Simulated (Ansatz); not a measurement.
An element in the sc structure gives these cold pressures by all-electron LAPW under PBEsol (Ansatz 0.2.0, scalar-relativistic, no spin polarisation).

```json
{"V (Å³/atom)": "32.49", "P (GPa)": "0.02"}
{"V (Å³/atom)": "29.89", "P (GPa)": "2.66"}
{"V (Å³/atom)": "27.30", "P (GPa)": "6.61"}
{"V (Å³/atom)": "24.70", "P (GPa)": "12.54"}
{"V (Å³/atom)": "22.10", "P (GPa)": "21.8"}
{"V (Å³/atom)": "19.50", "P (GPa)": "36.8"}
{"V (Å³/atom)": "16.90", "P (GPa)": "62.8"}
{"V (Å³/atom)": "14.62", "P (GPa)": "103.6"}
```

**Question.** Which element is it?

**Answer.** Y. Its zero-pressure volume in this structure is near 32.5 Å³/atom; the volume and the steepness of P(V) together point to it, though neighbours can come close. Neighbours weren't tried against these numbers.
